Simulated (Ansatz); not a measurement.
The relaxed structure here is a generated cell of SrTiO3: the first start was made by placing the elements on the sites of a structure type, and the end was not matched to a known phase here, so it may be hypothetical. Known forms of SrTiO3 include space group No. 221.

One starting cell of SrTiO3 (a generated trial cell of SrTiO3 in the AFLOW prototype ABC3_hR10_167_a_b_e (as in LiNbO3)) was relaxed twice with Ansatz (plane waves, PAW, scalar-relativistic): with r2SCAN at 500 eV and with PBE at 420 eV. The r2SCAN result:

```cif
data_O6Sr2Ti2
_chemical_formula_sum 'Sr2 Ti2 O6'
_space_group_name_H-M_alt 'P 1'
_space_group_IT_number 1
_cell_length_a 5.52113
_cell_length_b 5.52113
_cell_length_c 5.52113
_cell_angle_alpha 60.063
_cell_angle_beta 60.063
_cell_angle_gamma 60.063
loop_
_space_group_symop_operation_xyz
  'x, y, z'
loop_
_atom_site_label
_atom_site_type_symbol
_atom_site_fract_x
_atom_site_fract_y
_atom_site_fract_z
_atom_site_occupancy
Sr1 Sr 0.25000 0.25000 0.25000 1
Sr2 Sr 0.75000 0.75000 0.75000 1
Ti1 Ti 0.00000 0.00000 0.00000 1
Ti2 Ti 0.50000 0.50000 0.50000 1
O1 O 0.73164 0.76836 0.25000 1
O2 O 0.25000 0.73164 0.76836 1
O3 O 0.76836 0.25000 0.73164 1
O4 O 0.26836 0.23164 0.75000 1
O5 O 0.75000 0.26836 0.23164 1
O6 O 0.23164 0.75000 0.26836 1
```

```
quantity                          r2SCAN     PBE
--------------------------------  ------  ------
space group                         R-3c    R-3c
volume (Å³/atom)                   11.92   12.18
a (Å)                              5.526   5.568
c (Å)                             13.517  13.612
gap (eV, no spin-orbit coupling)    2.32    1.95
```

Both levels end in the same structure; PBE's volume is 2.2 % larger; its gap is 0.37 eV smaller. Neither column is exact.

No spin polarisation in the result.

The run could not lose the symmetry of its start, so the end can be a saddle point.

Ansatz is a program for electronic structure.
